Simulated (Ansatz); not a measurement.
**Convergence of Sn**

```
CELL_PARAMETERS angstrom
-2.91585 2.91585 1.59065
2.91585 -2.91585 1.59065
2.91585 2.91585 -1.59065
ATOMIC_POSITIONS crystal
Sn 0.00000 0.00000 0.00000
Sn 0.75000 0.25000 0.50000
```

Atom numbers follow the list: Sn1, Sn2.

The cell is COD entry 1534488, as deposited and not checked against the literature; nothing was relaxed.

No spin–orbit coupling, which matters for the heavy atoms here.

The calculation used Ansatz 0.2.0, DFT, PBE, PAW with Ansatz's default frozen-core files, scalar-relativistic.

Settings: a Γ-centred 15×15×10 k mesh, Fermi–Dirac smearing of 0.05 eV, cutoff 420 eV, no spin polarisation; this mesh doesn't keep the crystal's whole symmetry, which leaves small spurious terms. One setting is then changed at a time.

P includes the program's estimate of the Pulay (finite-basis) term, listed apart; without it the pressure would be far more sensitive to the cutoff.

```
PAW cutoff (eV)  free energy less the base's (meV/atom)  P (GPa)  Pulay term in P (GPa)  Vzz Sn1 (10²¹ V/m²)
     420 (base)                                     0.0     2.67                   0.03                 4.56
            150                                   40150     1.67                 940.76                 5.92
            200                                    5140     4.83                      ?                 4.86
            300                                    35.9        ?                   2.50                 4.56
            350                                     2.3     2.69                   0.13                 4.56
            600                                    -0.9     2.67                   0.00                 4.56
```

Task: Give the missing entry: row "200", column "Pulay term in P (GPa)".

Result: 174.97.

Task: Fill in "P (GPa)" for the row "300".

Result: 2.76.
